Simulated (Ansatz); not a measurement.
CdF2:
```xyz
3
Lattice="0.0000 2.6958 2.6958 2.6958 0.0000 2.6958 2.6958 2.6958 0.0000" Properties=species:S:1:pos:R:3 pbc="T T T"
Cd     0.0000     0.0000     0.0000
F      1.3479     1.3479     1.3479
F      4.0436     4.0436     4.0436
```

Tensor components refer to the Cartesian frame of this cell.

### Question
Give the high-frequency dielectric tensor and the Born effective charge tensors of the independent atoms from DFPT, r²SCAN (plane waves, PAW; program Ansatz).

### Answer

ε∞:
```
2.65  0.00  0.00
0.00  2.65  0.00
0.00  0.00  2.65
```
Z* of atom 1 (Cd), rows: field, columns: displacement, in e:
```
2.44  0.00  0.00
0.00  2.44  0.00
0.00  0.00  2.44
```
Z* of atom 2 (F), rows: field, columns: displacement, in e:
```
-1.22   0.00   0.00
 0.00  -1.22   0.00
 0.00   0.00  -1.22
```

Static charges for comparison (Bader): Cd1 +1.53, F2 -0.77 e. Born charges measure polarisation by displacement and can exceed these by far.

Space group Fm-3m (fluorite). Symmetry was held in the r²SCAN relaxation. Scalar-relativistic: spin–orbit coupling is off unless named, which matters more the heavier the elements.

Potentials: the earlier of the program's two PAW sets. The files were generated under PBE; for other functionals the program regenerates the frozen cores, and for LDA and PBEsol the local potential too.
